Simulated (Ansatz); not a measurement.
## Two states of Rb2NaPdF6

```
CELL_PARAMETERS angstrom
0.00000 4.23231 4.23231
4.23231 0.00000 4.23231
4.23231 4.23231 0.00000
ATOMIC_POSITIONS crystal
Na 0.50000 0.50000 0.50000
Pd 0.00000 0.00000 0.00000
Rb 0.25000 0.25000 0.25000
Rb 0.75000 0.75000 0.75000
F 0.76600 0.23400 0.23400
F 0.23400 0.76600 0.23400
F 0.23400 0.76600 0.76600
F 0.76600 0.23400 0.76600
F 0.23400 0.23400 0.76600
F 0.76600 0.76600 0.23400
```

Single point in Ansatz 0.2.0 with r2SCAN, with U_eff = 2.13 eV on Pd d, V = 1.48 eV between Pd d and F p within 2.377 Å (all-electron-ortho-atomic projectors). Cutoff 500 eV, PAW datasets, 5×5×5 Γ-centred k mesh, fermi-dirac filling (width 0.1 eV).

State A: Pd2 up (collinear spin). State B: no moments (no spin polarisation).

Which state is lower, and how do they differ?

State A is lower by 65.0 meV an atom at zero smearing; in free energy at this smearing B lies +56.1 meV an atom from A.

```json
{"state": "A", "free energy (meV/atom)": "0.0", "largest moment in a small sphere (μB)": "0.62", "net moment (μB/cell)": "1.00", "gap on mesh (eV)": "0.94", "pressure (GPa)": "4.0", "largest force (eV/Å)": "1.73"}
{"state": "B", "free energy (meV/atom)": "56.1", "largest moment in a small sphere (μB)": "0.00", "net moment (μB/cell)": "0.00", "gap on mesh (eV)": "metal", "pressure (GPa)": "3.9", "largest force (eV/Å)": "0.93"}
```

Origin: a known structure type with other elements, at an estimated volume, so it need not be a known compound. Caveats: the state breaks the symmetry of the cell; atoms or cell far from equilibrium; odd electron count without spin polarisation, so a magnetic state may lie lower; the Fermi level lies in a narrow band between gaps, which spin or distortion may split.
